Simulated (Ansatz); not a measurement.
Geometry optimisation in Ansatz: input, command and trajectory.

```yaml
crystal:
  lattice:
    - [3.9505687452, 0.0, 0.0]
    - [-1.9752843726, 3.4212928928, 0.0]
    - [0.0, 0.0, 5.4733064479]
  atoms:
    - { symbol: Bi, position: [0.3333333333, 0.6666666667, 0.25] }
    - { symbol: Bi, position: [0.6666666667, 0.3333333333, 0.75] }
    - { symbol: Rh, position: [0.0, 0.0, 0.0] }
    - { symbol: Rh, position: [0.0, 0.0, 0.5] }
basis:
  ecutwfc: 500
kpoints:
  mp_grid: { grid: [12, 12, 8] }
hamiltonian:
  xc: r2scan
scf:
  occupations: { method: gaussian, width: 0.1 }
output:
  forces: true
  stress: true
  eigenvalues: true
relax:
  adjacent_minimum: "off"
  f_tol: 0.01
  max_steps: 30
  cell: { stress_tol: 0.1, fix: [volume] }
```

```bash
ansatz run input.yaml --threads 1 --pin off --max-ram 2560MiB --backend cpu --events-out ev --progress --plain --runs-dir out
```

Method: DFT r2SCAN, scalar-relativistic, plane waves, PAW in Ansatz.

The volume is held at 0.88 times that of the relaxed cell.

Of 4 frames 3 are shown, positions in Å and forces in eV/Å; the SCF threshold varies from step to step. Steps run on the plane waves of an earlier cell, with a Pulay correction in the pressure. The basis is chosen afresh for the last frame, the zero of the energies, and at times for earlier ones too; energy and pressure step there, also at an unchanged geometry.

```xyz
4
Lattice="3.9506 0.0000 0.0000 -1.9753 3.4213 0.0000 0.0000 0.0000 5.4733" Properties=species:S:1:pos:R:3:forces:R:3 pbc="T T T" step=1 free_energy_over_end_meV_per_atom=0.03 pressure_GPa=22.58
Bi    0.0000    2.2809    1.3683    0.0000    0.0000    0.0000
Bi    1.9753    1.1404    4.1050    0.0000    0.0000    0.0000
Rh    0.0000    0.0000    0.0000    0.0000    0.0000    0.0000
Rh    0.0000    0.0000    2.7367    0.0000    0.0000    0.0000
4
Lattice="3.9458 0.0000 0.0000 -1.9729 3.4171 0.0000 0.0000 0.0000 5.4866" Properties=species:S:1:pos:R:3:forces:R:3 pbc="T T T" step=2 free_energy_over_end_meV_per_atom=0.01 pressure_GPa=22.56
Bi    0.0000    2.2781    1.3717    0.0000    0.0000    0.0000
Bi    1.9729    1.1390    4.1150    0.0000    0.0000    0.0000
Rh    0.0000    0.0000    0.0000    0.0000    0.0000    0.0000
Rh    0.0000    0.0000    2.7433    0.0000    0.0000    0.0000
4
Lattice="3.9477 0.0000 0.0000 -1.9738 3.4188 0.0000 0.0000 0.0000 5.4813" Properties=species:S:1:pos:R:3:forces:R:3 pbc="T T T" step=4 free_energy_over_end_meV_per_atom=0.00 pressure_GPa=22.57
Bi    0.0000    2.2792    1.3703    0.0000    0.0000    0.0000
Bi    1.9738    1.1396    4.1110    0.0000    0.0000    0.0000
Rh    0.0000    0.0000    0.0000    0.0000    0.0000    0.0000
Rh    0.0000    0.0000    2.7407    0.0000    0.0000    0.0000
```

The run took 2.3 min on 1 thread of Arm Neoverse V1, on a shared host, peak memory 0.66 GiB.

Spin–orbit coupling is left out, which can shift energies with elements as heavy as these.